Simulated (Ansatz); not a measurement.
A relaxation computed with Ansatz, from input to last step.

```yaml
crystal:
  lattice:
    - [5.0088097856, -2.8884890789, 0.0]
    - [5.0088097856, 2.8884890789, 0.0]
    - [0.0, 0.0, 5.3881219]
  atoms:
    - { symbol: In, position: [0.3249268371, 0.6750731629, 0.9893291419] }
    - { symbol: In, position: [0.6750731629, 0.3249268371, 0.4893291419] }
    - { symbol: Ga, position: [0.0071126691, 0.3339676091, 0.9925198885] }
    - { symbol: Ga, position: [0.6660323909, 0.9928873309, 0.9925198885] }
    - { symbol: Ga, position: [0.9928873309, 0.6660323909, 0.4925198885] }
    - { symbol: Ga, position: [0.3339676091, 0.0071126691, 0.4925198885] }
    - { symbol: "N", position: [0.0270826275, 0.3336401505, 0.3589102862] }
    - { symbol: "N", position: [0.6663598495, 0.9729173725, 0.3589102862] }
    - { symbol: "N", position: [0.9729173725, 0.6663598495, 0.8589102862] }
    - { symbol: "N", position: [0.3336401505, 0.0270826275, 0.8589102862] }
    - { symbol: "N", position: [0.3073726085, 0.6926273915, 0.3958115087] }
    - { symbol: "N", position: [0.6926273915, 0.3073726085, 0.8958115087] }
basis:
  ecutwfc: 500
kpoints:
  mp_grid: { grid: [6, 6, 6] }
hamiltonian:
  xc: r2scan
scf:
  occupations: { method: gaussian, width: 0.02 }
output:
  forces: true
  stress: true
  eigenvalues: true
relax:
  adjacent_minimum: "off"
  f_tol: 0.01
  max_steps: 30
  cell: { stress_tol: 0.1, fix: [volume] }
```

```bash
ansatz run input.yaml --threads 2 --pin off --max-ram 5120MiB --backend cpu --events-out ev --progress --plain --runs-dir out
```

The calculation used DFT r2SCAN, scalar-relativistic, plane waves, PAW (Ansatz 0.2.0).

The volume is held at 1.03 times that of the relaxed cell.

Of 3 frames 3 are shown, positions in Å and forces in eV/Å; the SCF threshold varies from step to step. Steps run on the plane waves of an earlier cell, with a Pulay correction in the pressure. The basis is chosen afresh for the last frame, the zero of the energies, and at times for earlier ones too; energy and pressure step there, also at an unchanged geometry.

```xyz
12
Lattice="5.0088 -2.8885 0.0000 5.0088 2.8885 0.0000 0.0000 0.0000 5.3881" Properties=species:S:1:pos:R:3:forces:R:3 pbc="T T T" step=1 free_energy_over_end_meV_per_atom=0.01 pressure_GPa=-4.89
In    5.0088    1.0114    5.3306    0.0000   -0.0050    0.0144
In    5.0088   -1.0114    2.6366    0.0000    0.0050    0.0144
Ga    1.7084    0.9441    5.3478   -0.0046    0.0012   -0.0080
Ga    8.3092    0.9441    5.3478    0.0046    0.0012   -0.0080
Ga    8.3092   -0.9441    2.6538    0.0046   -0.0012   -0.0080
Ga    1.7084   -0.9441    2.6538   -0.0046   -0.0012   -0.0080
N     1.8068    0.8855    1.9339   -0.0122    0.0077    0.0121
N     8.2108    0.8855    1.9339    0.0122    0.0077    0.0121
N     8.2108   -0.8855    4.6279    0.0122   -0.0077    0.0121
N     1.8068   -0.8855    4.6279   -0.0122   -0.0077    0.0121
N     5.0088    1.1128    2.1327    0.0000   -0.0070   -0.0227
N     5.0088   -1.1128    4.8267    0.0000    0.0070   -0.0227
12
Lattice="5.0076 -2.8883 0.0000 5.0076 2.8883 0.0000 0.0000 0.0000 5.3899" Properties=species:S:1:pos:R:3:forces:R:3 pbc="T T T" step=2 free_energy_over_end_meV_per_atom=0.00 pressure_GPa=-4.89
In    5.0076    1.0098    5.3332    0.0000    0.0026    0.0069
In    5.0076   -1.0098    2.6383    0.0000   -0.0026    0.0069
Ga    1.7078    0.9436    5.3496   -0.0041    0.0003   -0.0065
Ga    8.3073    0.9436    5.3496    0.0041    0.0003   -0.0065
Ga    8.3073   -0.9436    2.6547    0.0041   -0.0003   -0.0065
Ga    1.7078   -0.9436    2.6547   -0.0041   -0.0003   -0.0065
N     1.8055    0.8863    1.9347   -0.0026    0.0028    0.0063
N     8.2097    0.8863    1.9347    0.0026    0.0028    0.0063
N     8.2097   -0.8863    4.6297    0.0026   -0.0028    0.0063
N     1.8055   -0.8863    4.6297   -0.0026   -0.0028    0.0063
N     5.0076    1.1130    2.1318    0.0000   -0.0029   -0.0067
N     5.0076   -1.1130    4.8267    0.0000    0.0029   -0.0067
12
Lattice="5.0076 -2.8883 0.0000 5.0076 2.8883 0.0000 0.0000 0.0000 5.3899" Properties=species:S:1:pos:R:3:forces:R:3 pbc="T T T" step=3 free_energy_over_end_meV_per_atom=0.00 pressure_GPa=-4.89
In    5.0076    1.0098    5.3332    0.0000    0.0025    0.0070
In    5.0076   -1.0098    2.6383    0.0000   -0.0025    0.0070
Ga    1.7078    0.9436    5.3496   -0.0041    0.0003   -0.0065
Ga    8.3073    0.9436    5.3496    0.0041    0.0003   -0.0065
Ga    8.3073   -0.9436    2.6547    0.0041   -0.0003   -0.0065
Ga    1.7078   -0.9436    2.6547   -0.0041   -0.0003   -0.0065
N     1.8055    0.8863    1.9347   -0.0026    0.0028    0.0063
N     8.2097    0.8863    1.9347    0.0026    0.0028    0.0063
N     8.2097   -0.8863    4.6297    0.0026   -0.0028    0.0063
N     1.8055   -0.8863    4.6297   -0.0026   -0.0028    0.0063
N     5.0076    1.1130    2.1318    0.0000   -0.0029   -0.0067
N     5.0076   -1.1130    4.8267    0.0000    0.0029   -0.0067
```

Time: 4.8 min on 2 threads of Intel(R) Xeon(R) Processor @ 2.50GHz (Skylake/Cascade Lake), with other jobs on the host, peak memory 1.1 GiB.